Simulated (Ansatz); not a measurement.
Polymorphs of ZrTa, each relaxed with plane-wave PAW r²SCAN (Ansatz code):

A: L1₀ or tetragonal B2 (P4/mmm)
a = 2.928 Å, b = 2.928 Å, c = 4.783 Å, α = 90.00°, β = 90.00°, γ = 90.00°

| atom | site | symmetry | x | y | z |
|---|---|---|---|---|---|
| Ta | 1a | 4/mmm | 0.0000 | 0.0000 | 0.0000 |
| Zr | 1d | 4/mmm | 0.5000 | 0.5000 | 0.5000 |

B: Cmcm
a = 2.953 Å, b = 11.438 Å, c = 4.893 Å, α = β = γ = 90.00°

| atom | site | symmetry | x | y | z |
|---|---|---|---|---|---|
| Zr | 4c | m2m | 0.0000 | 0.3214 | 0.2500 |
| Ta | 4c | m2m | 0.0000 | 0.0648 | 0.2500 |

C: Pmma
a = 4.657 Å, b = 3.570 Å, c = 4.971 Å, α = 90.00°, β = 90.00°, γ = 90.00°

| atom | site | symmetry | x | y | z |
|---|---|---|---|---|---|
| Ta | 2e | mm2 | 0.7500 | 0.0000 | 0.1871 |
| Zr | 2f | mm2 | 0.2500 | 0.5000 | 0.2787 |

Put the candidates in order of energy per atom at 0 K, lowest first, for r²SCAN.

C (+0 meV/atom), B (+29 meV/atom), A (+54 meV/atom)

Typed or built starts, not in the databases checked: A; B; C. All cells were relaxed under the symmetry of their starts (and spin orders); stability against distortions was not tested throughout. Rows with no word on spin ran without spin polarisation. Scalar-relativistic: spin–orbit coupling is off unless named, which matters more the heavier the elements.

Energies hold the estimated change up to a 700 eV cutoff; steps of a few meV lie near the error of the meshes.

Potentials: the earlier of the program's two PAW sets.
